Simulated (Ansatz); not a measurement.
Si (diamond)

```xyz
2
Lattice="0.0000 2.7168 2.7168 2.7168 0.0000 2.7168 2.7168 2.7168 0.0000" Properties=species:S:1:pos:R:3 pbc="T T T"
Si     2.7168     2.7168     2.7168
Si     4.0752     4.0752     4.0752
```

The slice is a {111} plane (indices of the conventional cell) through the point (0.500, 0.500, 0.500) (fractional), spanned by u = [100] and v = [-1 2 0] in vectors of this cell: u (3.84 Å) and v (6.65 Å, at 90° to u). It covers one period; positions are fractions (u, v).

Method: PBEsol (plane waves to 420 eV, PAW, scalar-relativistic; Ansatz, a first-principles code). k mesh 11×11×11. Near the nuclei the fields are pseudised (PAW); where an atom keeps semicore shells as valence, they peak there. Si was relaxed with its symmetry unable to fall. The PAW data are Ansatz's earlier set.

Predict the map of the electron localisation function (ELF) on the slice.


| v \ u | 0.00 | 0.12 | 0.25 | 0.38 | 0.50 | 0.62 | 0.75 | 0.88 |
|---|---|---|---|---|---|---|---|---|
| 0.96 | x | 0.33 | 0.65 | 0.51 | 0.31 | 0.51 | 0.65 | 0.33 |
| 0.86 | 0.91 | 0.83 | 0.49 | 0.11 | 0.04 | 0.11 | 0.49 | 0.83 |
| 0.75 | 0.80 | 0.71 | 0.47 | 0.23 | 0.14 | 0.23 | 0.47 | 0.71 |
| 0.64 | 0.46 | 0.75 | 0.87 | 0.77 | 0.54 | 0.77 | 0.87 | 0.75 |
| 0.54 | 0.60 | 0.79 | 0.89 | 0.57 | x | 0.57 | 0.89 | 0.79 |
| 0.43 | 0.16 | 0.31 | 0.54 | 0.48 | x | 0.48 | 0.54 | 0.31 |
| 0.32 | 0.03 | 0.10 | 0.47 | 0.84 | 0.92 | 0.84 | 0.47 | 0.10 |
| 0.21 | 0.31 | 0.44 | 0.60 | 0.62 | 0.59 | 0.62 | 0.60 | 0.44 |
| 0.11 | 0.44 | 0.79 | 0.91 | 0.83 | 0.57 | 0.83 | 0.91 | 0.79 |
| 0.00 | x | x | 0.80 | 0.69 | 0.47 | 0.69 | 0.80 | x |

Values: electron localisation function (ELF). Points within 0.5 Å of a nucleus are blanked (x), as the pseudised field means little there.
